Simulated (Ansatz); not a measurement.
SrMgF4:
```
SrMgF4
1.0
    1.96478    -7.24050     0.00000
    1.96478     7.24050     0.00000
    0.00000     0.00000     5.60540
Sr Mg F
2 2 8
Direct
  0.34022   0.65978   0.03930
  0.65978   0.34022   0.53930
  0.91603   0.08397   0.59491
  0.08397   0.91603   0.09491
  0.83860   0.16140   0.30822
  0.16140   0.83860   0.80822
  0.03525   0.96475   0.43369
  0.96475   0.03525   0.93369
  0.79788   0.20212   0.78724
  0.20212   0.79788   0.28724
  0.41421   0.58579   0.61964
  0.58579   0.41421   0.11964
```

Tensor components refer to the Cartesian frame of this cell.

Problem. Give the proper piezoelectric stress tensor with relaxed ions from DFT-PBEsol in the program Ansatz with PAW potentials.

Solution. In C/m², rows x, y, z, Voigt columns; mesh uncertainty up to 0.00.
```
 0.00   0.00   0.00   0.00   0.08   0.00
 0.00   0.00   0.00   1.32   0.00   0.00
 0.01  -0.01  -0.36   0.00   0.00   0.00
```

The elastic tensor of the same run (GPa):

```
 169  37.6  66.3   0.0   0.0   0.0
37.6  89.7  43.5   0.0   0.0   0.0
66.3  43.5   108   0.0   0.0   0.0
 0.0   0.0   0.0  17.7   0.0   0.0
 0.0   0.0   0.0   0.0  53.6   0.0
 0.0   0.0   0.0   0.0   0.0  30.6
```

Problem. Convert to strain constants d = e·S.

Solution. In pC/N:
```
 0.0   0.0   0.0   0.0   1.6   0.0
 0.0   0.0   0.0  74.2   0.0   0.0
 1.7   1.7  -5.0   0.0   0.0   0.0
```

Space group Cmc2_1. The workflow started from a Materials Project entry (that database holds measured and hypothetical structures alike); the Crystallography Open Database files this formula in space group No. 36, but the cells were not matched. Whether it is the stable phase at ambient conditions was not checked. The PBEsol relaxation kept the symmetry of its start; of distortions, only those at the zone centre were tested.

Potentials: the later of the program's two PAW sets.
